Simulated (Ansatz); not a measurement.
Input, command and steps of an Ansatz relaxation.

```yaml
crystal:
  lattice:
    - [4.1387528297, 0.0, 0.0]
    - [0.0, 4.1387528297, 0.0]
    - [0.0, 0.0, 4.1387528297]
  atoms:
    - { symbol: Si, position: [0.0, 0.5, 0.5] }
    - { symbol: Si, position: [0.5, 0.0, 0.5] }
    - { symbol: Si, position: [0.5, 0.5, 0.0] }
    - { symbol: Sb, position: [0.0, 0.0, 0.0] }
basis:
  ecutwfc: 500
kpoints:
  mp_grid: { grid: [4, 4, 4] }
hamiltonian:
  xc: r2scan
scf:
  occupations: { method: gaussian, width: 0.1 }
  lower_state_search: "off"
output:
  forces: true
  stress: true
  eigenvalues: true
relax:
  adjacent_minimum: "off"
  f_tol: 0.04
  max_steps: 70
  cell: { stress_tol: 0.4 }
```

```bash
ansatz run input.yaml --threads 1 --pin off --max-ram 2560MiB --backend cpu --events-out ev --progress --plain --runs-dir out
```

These are results of DFT r2SCAN, scalar-relativistic, plane waves, PAW (Ansatz), not measurements.

Of 4 frames 3 are shown, positions in Å and forces in eV/Å; the SCF threshold varies from step to step. Steps run on the plane waves of an earlier cell, with a Pulay correction in the pressure. The basis is chosen afresh for the last frame, the zero of the energies, and at times for earlier ones too; energy and pressure step there, also at an unchanged geometry.

```xyz
4
Lattice="4.1388 0.0000 0.0000 0.0000 4.1388 0.0000 0.0000 0.0000 4.1388" Properties=species:S:1:pos:R:3:forces:R:3 pbc="T T T" step=1 free_energy_over_end_meV_per_atom=11.46 pressure_GPa=4.25
Si    0.0000    2.0694    2.0694    0.0000    0.0000    0.0000
Si    2.0694    0.0000    2.0694    0.0000    0.0000    0.0000
Si    2.0694    2.0694    0.0000    0.0000    0.0000    0.0000
Sb    0.0000    0.0000    0.0000    0.0000    0.0000    0.0000
4
Lattice="4.2692 0.0000 0.0000 0.0000 4.2692 0.0000 0.0000 0.0000 4.2692" Properties=species:S:1:pos:R:3:forces:R:3 pbc="T T T" step=2 free_energy_over_end_meV_per_atom=8.19 pressure_GPa=-3.05
Si    0.0000    2.1346    2.1346    0.0000    0.0000    0.0000
Si    2.1346    0.0000    2.1346    0.0000    0.0000    0.0000
Si    2.1346    2.1346    0.0000    0.0000    0.0000    0.0000
Sb    0.0000    0.0000    0.0000    0.0000    0.0000    0.0000
4
Lattice="4.2126 0.0000 0.0000 0.0000 4.2126 0.0000 0.0000 0.0000 4.2126" Properties=species:S:1:pos:R:3:forces:R:3 pbc="T T T" step=4 free_energy_over_end_meV_per_atom=0.00 pressure_GPa=-0.25
Si    0.0000    2.1063    2.1063    0.0000    0.0000    0.0000
Si    2.1063    0.0000    2.1063    0.0000    0.0000    0.0000
Si    2.1063    2.1063    0.0000    0.0000    0.0000    0.0000
Sb    0.0000    0.0000    0.0000    0.0000    0.0000    0.0000
```

The start puts this composition into another compound's structure type, which needn't suit it. At the end the space group is Pm-3m (tolerance 0.05 Å).

Time: 11 s on 1 thread of Arm Neoverse V2, on a shared host, peak memory 0.45 GiB.

The k mesh is coarse.